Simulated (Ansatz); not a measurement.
## Fe: computed DOS

```yaml
crystal:
  lattice:
    - [-1.43900, 1.43900, 1.43900]
    - [1.43900, -1.43900, 1.43900]
    - [1.43900, 1.43900, -1.43900]
  atoms:
    - { symbol: Fe, position: [0.00000, 0.00000, 0.00000] }
```

The cell comes from COD entry 9013474, which wasn't checked; take it as a given geometry. It was measured hot, at 722 K.

Theory: DFT, PBE, all-electron LAPW, scalar-relativistic (Ansatz 0.2.0).

The runs use a Γ-centred 18×18×18 k mesh, Fermi–Dirac smearing of 0.03 eV, basis error target 0.5 meV/atom, spin-polarised from start moments Fe 3 μB, ending with a cell moment of 2.21 μB.

(1) Which of the resolved shells contributes most within 0.3 eV of the Fermi level?

(2) Where is the centre of the filled Fe 3d states between -14 eV and the top of the filled states?

(3) Tabulate the density of states.

Answers

(1) Fe 3d, with 90 % of all states there; Fe 4s follows with 5 %.

(2) -1.90 eV from the Fermi level.

(3) States per eV and cell, averaged over 0.6 eV, from -8.2 to 5.4 eV, with energies (bin centres) from the Fermi level; empty bins are left out. The partial columns, the largest 2 alone, are projections on Löwdin-orthogonalised atomic shells (those that the program's projection atoms carry: the occupied ones and, for some elements, an empty d or f shell; other empty shells have no column), summed over atoms of an element and both spins. Weights on diffuse s and p shells depend on that basis and aren't pure angular character.
```
E (eV)  spin-up  spin-down  Fe 3d  Fe 4s
  -8.0     0.01       0.01   0.00   0.02
  -7.4     0.03       0.03   0.00   0.06
  -6.8     0.05       0.04   0.00   0.09
  -6.2     0.07       0.06   0.01   0.11
  -5.6     0.09       0.07   0.02   0.14
  -5.0     0.16       0.09   0.06   0.18
  -4.4     0.61       0.12   0.48   0.24
  -3.8     0.78       0.18   0.75   0.19
  -3.2     1.06       0.35   1.23   0.14
  -2.6     1.33       0.51   1.64   0.15
  -2.0     0.64       0.40   0.94   0.06
  -1.4     1.15       1.26   2.29   0.03
  -0.8     1.87       1.23   2.92   0.08
  -0.2     0.82       0.51   1.21   0.06
   0.4     0.24       0.29   0.46   0.04
   1.0     0.16       0.80   0.87   0.06
   1.6     0.15       1.39   1.44   0.06
   2.2     0.14       1.48   1.49   0.08
   2.8     0.13       0.25   0.22   0.09
   3.4     0.12       0.20   0.14   0.09
   4.0     0.10       0.17   0.09   0.08
   4.6     0.09       0.15   0.06   0.06
   5.2     0.07       0.12   0.04   0.05
```
